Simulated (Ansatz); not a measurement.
RbSO2F:
```cif
data_F2O4Rb2S2
_chemical_formula_sum 'Rb2 S2 O4 F2'
_space_group_name_H-M_alt 'P 1'
_space_group_IT_number 1
_cell_length_a 4.57457
_cell_length_b 5.77910
_cell_length_c 6.77289
_cell_angle_alpha 90.000
_cell_angle_beta 105.589
_cell_angle_gamma 90.000
loop_
_space_group_symop_operation_xyz
  'x, y, z'
loop_
_atom_site_label
_atom_site_type_symbol
_atom_site_fract_x
_atom_site_fract_y
_atom_site_fract_z
_atom_site_occupancy
Rb1 Rb 0.83421 0.75000 0.70977 1
Rb2 Rb 0.16579 0.25000 0.29023 1
S1 S 0.60160 0.75000 0.16756 1
S2 S 0.39840 0.25000 0.83244 1
O1 O 0.66996 0.54018 0.29471 1
O2 O 0.33004 0.45982 0.70529 1
O3 O 0.33004 0.04018 0.70529 1
O4 O 0.66996 0.95982 0.29471 1
F1 F 0.79842 0.25000 0.87886 1
F2 F 0.20158 0.75000 0.12114 1
```

Relaxed with LDA.

Question: Give the optical modes at the zone centre with their infrared activity from DFPT, LDA (plane waves, PAW; program Ansatz).

Answer: Transverse frequencies, without the LO–TO term; a row sums one degenerate level.

| ω (cm⁻¹) | degeneracy | IR ((D/Å)²/amu) | activity | symmetry |
|---|---|---|---|---|
| 35 | 1 | 0.00 | IR-inactive | Bg |
| 50 | 1 | 0.00 | IR-inactive | Ag |
| 63 | 1 | 0.00 | IR-inactive | Ag |
| 73 | 1 | 0.00 | IR-inactive | Bg |
| 79 | 1 | 0.67 | IR | Au |
| 104 | 1 | 1.03 | IR | Bu |
| 105 | 1 | 0.00 | IR-inactive | Ag |
| 114 | 1 | 1.82 | IR | Bu |
| 118 | 1 | 0.00 | IR-inactive | Bg |
| 119 | 1 | 0.00 | IR-inactive | Ag |
| 127 | 1 | 0.18 | IR | Au |
| 131 | 1 | 1.37 | IR | Au |
| 141 | 1 | 0.00 | IR-inactive | Bg |
| 143 | 1 | 0.00 | IR-inactive | Ag |
| 151 | 1 | 1.28 | IR | Bu |
| 344 | 1 | 0.00 | IR-inactive | Bg |
| 345 | 1 | 0.51 | IR | Au |
| 365 | 1 | 4.60 | IR | Bu |
| 367 | 1 | 0.00 | IR-inactive | Ag |
| 462 | 1 | 0.00 | IR-inactive | Ag |
| 463 | 1 | 17.34 | IR | Bu |
| 558 | 1 | 4.94 | IR | Bu |
| 561 | 1 | 0.00 | IR-inactive | Ag |
| 1097 | 1 | 8.43 | IR | Bu |
| 1098 | 1 | 0.00 | IR-inactive | Ag |
| 1152 | 1 | 32.28 | IR | Au |
| 1170 | 1 | 0.00 | IR-inactive | Bg |

Question: How high does the top mode go among those that the LO–TO term moves?

Answer: 1099 cm⁻¹ for q along x, 1219 cm⁻¹ for q along y, 1117 cm⁻¹ for q along z.

Space group P2_1/m. The workflow started from a Materials Project entry (that database holds measured and hypothetical structures alike); the Crystallography Open Database files this formula in space group No. 11, but the cells were not matched. Whether it is the stable phase at ambient conditions was not checked. The cell was relaxed with LDA under the symmetry of its start; phonons on a q-mesh show no instability.

Potentials: the later of the program's two PAW sets.
